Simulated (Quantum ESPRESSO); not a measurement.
## Si6GaN (a curve over strain)

A calculation, not a measurement. The program is pw.x of Quantum ESPRESSO 7.5 (plane-wave density functional theory). The cell is made up: 8 atoms on a zincblende/diamond lattice, with randomly drawn elements, strain and displacements, not relaxed. PseudoDojo standard norm-conserving files (v0.5 for PBE, v0.4.1 for LDA and PBEsol) set the functional; there is no spin polarisation, spin-orbit coupling or dispersion term, and the masses in the input are unused placeholders.

Seven runs add a strain to one cell (the same along x and y); the atoms follow the cell and are not relaxed. Stress in the table is positive in tension.

Input of the run at -0.0004:

```
&control calculation='scf', pseudo_dir='./dojo.nc.sr.pbe.v0_5.standard.upf', outdir='./o', disk_io='medium', tprnfor=.true., tstress=.true. /
&system ibrav=0, nat=8, ntyp=3, nbnd=31, ecutwfc=84.00895049, nosym=.true., tot_charge=0,
 occupations='smearing', smearing='fd', degauss=0.0073498644
/
&electrons conv_thr=7.350e-09, electron_maxstep=60, /
ATOMIC_SPECIES
Ga 1.0 Ga.upf
N 1.0 N.upf
Si 1.0 Si.upf
CELL_PARAMETERS angstrom
5.4059 0.0271 0.0428
0.0271 5.4509 0.0313
0.0428 0.0313 5.598
ATOMIC_POSITIONS angstrom
Si -0.0842 0.0079 -0.0547
Si -0.0071 2.6814 2.9308
Ga 2.7431 0.0193 2.7768
Si 2.6847 2.7179 0.0582
Si 1.562 1.3952 1.385
Si 1.4638 4.148 4.1111
N 4.1266 1.3783 4.2225
Si 4.0672 4.0689 1.4577
K_POINTS automatic
6 6 6 1 1 1
```

```
added strain  free energy less that of the input shown (eV)  stress xx (GPa)  stress yy (GPa)  stress zz (GPa)  stress xy (GPa)  pressure (GPa)  iterations
     -0.0212                                        -0.1735             2.90             2.07             5.80            -1.10           -3.59          11
     -0.0047                                        -0.0468             5.34             4.67             7.08            -0.76           -5.70          11
     -0.0004                                         0.0000             5.91             5.28             7.36            -0.68           -6.19          11
     +0.0032                                         0.0434             6.38             5.78             7.58            -0.62           -6.58          11
     +0.0111                                         0.1512             7.35             6.81             8.03            -0.50           -7.40          11
     +0.0170                                         0.2427             8.02             7.53             8.32            -0.41           -7.96          11
     +0.0235                                         0.3540             8.72             8.28             8.61            -0.33           -8.54          11
```

A cubic fit gives a slope of stress xx against the added strain of 131 GPa at zero added strain, with the atoms clamped. Across the table the free energy follows the integral of the stress to within 0.6 meV. A rerun of one of the cells at 1437 eV and a 8 x 8 x 8 mesh moved values by no more than 0.002 eV in energy, 0.04 GPa in stress and 0.015 eV/Å in force.